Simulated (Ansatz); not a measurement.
## Ru, simple cubic: geometry optimisation

All numbers below come from DFT, r2SCAN, plane waves (500 eV) with PAW, scalar-relativistic (Ansatz). The PAW files were generated under PBE, with cores re-solved for the functional.

k-point mesh 13×13×13, Fermi-Dirac smearing 0.1 eV, no spin polarisation. Cell and atoms relax.

Starting structure:

```yaml
crystal:
  lattice:
    - [2.4462764308, 0.0, 0.0]
    - [0.0, 2.4462764308, 0.0]
    - [0.0, 0.0, 2.4462764308]
  atoms:
    - { symbol: Ru, position: [0.0, 0.0, 0.0] }
hamiltonian:
  xc: r2scan
  pseudopotentials:
    kind: paw
    azcp:
      Ru: "pseudopotentials/Ru.paw.azcp"
basis:
  ecutwfc: 500
  fft_grid_basis: typed
kpoints:
  mp_grid: { grid: [13, 13, 13], shift: [0, 0, 0] }
magnetization:
  spin_polarized: false
scf:
  occupations: { method: fermi_dirac, width: 0.1 }
relax:
  max_steps: 60
  f_tol: 0.01
  cell: {}
```

**Question.** The pressure at the start is 15.0 GPa. By how much does the volume change?

**Answer.** From 14.64 to 15.47 Å³ per atom, 5.6 %. The final cell has a = 2.491 Å.

**Question.** How much energy does the relaxation gain?

**Answer.** 36.8 meV per atom.

Path of the relaxation (the plane waves are chosen anew near the end, which can shift the energy a little):

```json
{"step": "0", "E − E(final) (meV/atom)": "36.75", "V (Å³/atom)": "14.639", "P (GPa)": "14.97", "max force (eV/Å)": "0.000"}
{"step": "1", "E − E(final) (meV/atom)": "7.85", "V (Å³/atom)": "15.853", "P (GPa)": "-5.56", "max force (eV/Å)": "0.000"}
{"step": "2", "E − E(final) (meV/atom)": "0.79", "V (Å³/atom)": "15.505", "P (GPa)": "-0.58", "max force (eV/Å)": "0.000"}
{"step": "3", "E − E(final) (meV/atom)": "0.69", "V (Å³/atom)": "15.465", "P (GPa)": "0.03", "max force (eV/Å)": "0.000"}
{"step": "4", "E − E(final) (meV/atom)": "0.00", "V (Å³/atom)": "15.465", "P (GPa)": "0.04", "max force (eV/Å)": "0.000"}
```
